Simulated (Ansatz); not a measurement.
Tl (hcp, Mg type)

```yaml
crystal:
  lattice:
    - [7.21499, 0.00000, 0.00000]
    - [-1.80375, 3.12418, 0.00000]
    - [0.00000, 0.00000, 5.57674]
  atoms:
    - { symbol: Tl, position: [0.16667, 0.66667, 0.75000] }
    - { symbol: Tl, position: [0.66667, 0.66667, 0.75000] }
    - { symbol: Tl, position: [0.33333, 0.33333, 0.25000] }
    - { symbol: Tl, position: [0.83333, 0.33333, 0.25000] }
```

Two-dimensional scan of atom 1 (Tl, nearest neighbour Tl at 3.480 Å; its periodic images, 3.6 Å or more away, move with it): u runs along (0.707, 0.707, 0.000), v along (0.000, 0.000, 1.000) (Cartesian). Cell and other atoms are fixed.

Computed with PBE (plane waves to 420 eV, PAW, scalar-relativistic; Ansatz, a program for electronic structure). k mesh 6×12×7 (Γ-centred), Fermi-Dirac smearing 0.05 eV. E stands for the smeared free energy. With partly filled bands, energies and forces of such displacements shift with the k mesh and the smearing. Fu and Fv are the components of the force on the atom. Spin-orbit coupling is left out, though Tl is heavy. The PAW data are Ansatz's earlier set. The relaxed volume of Tl is well above the measured one; the method has no dispersion term. Tl was relaxed with its symmetry unable to fall. ΔE is measured from the undisplaced structure. Axes are in Å.

ΔE (meV/cell), with u across and v down:

| v \ u | -0.520 | -0.260 | 0.000 | 0.260 | 0.520 |
|---|---|---|---|---|---|
| -0.520 | 608 | 368 | 304 | 369 | 546 |
| -0.260 | 319 | 126 | 72 | 124 | 281 |
| 0.000 | 237 | 54 | 0 | 48 | 203 |
| 0.260 | 319 | 126 | 72 | 124 | 281 |
| 0.520 | 608 | 368 | 304 | 369 | 546 |

Fv (eV/Å), with u across and v down:

| v \ u | -0.520 | -0.260 | 0.000 | 0.260 | 0.520 |
|---|---|---|---|---|---|
| -0.520 | 1.66 | 1.35 | 1.27 | 1.34 | 1.48 |
| -0.260 | 0.66 | 0.57 | 0.56 | 0.59 | 0.62 |
| 0.000 | 0.00 | 0.00 | 0.00 | 0.00 | 0.00 |
| 0.260 | -0.66 | -0.57 | -0.56 | -0.59 | -0.62 |
| 0.520 | -1.66 | -1.35 | -1.27 | -1.34 | -1.48 |

Read from the data:

| Property | Value |
|---|---|
| Principal force constants in the plane (five-point differences of the forces) | 1.5 and 2.1 eV/Å² |
| Softest direction at the centre | along u |
| Centre of the map | a minimum |
| Lowest place on the grid | u = 0.000 Å, v = 0.000 Å (0 meV/cell) |
| Highest place on the grid, met at several equal points | u = -0.520 Å, v = -0.520 Å; u = -0.520 Å, v = 0.520 Å (608 meV/cell) |

(For displaced atoms, the force is minus the slope of the energy, and its curvature is a force constant, which sets phonon frequencies.)
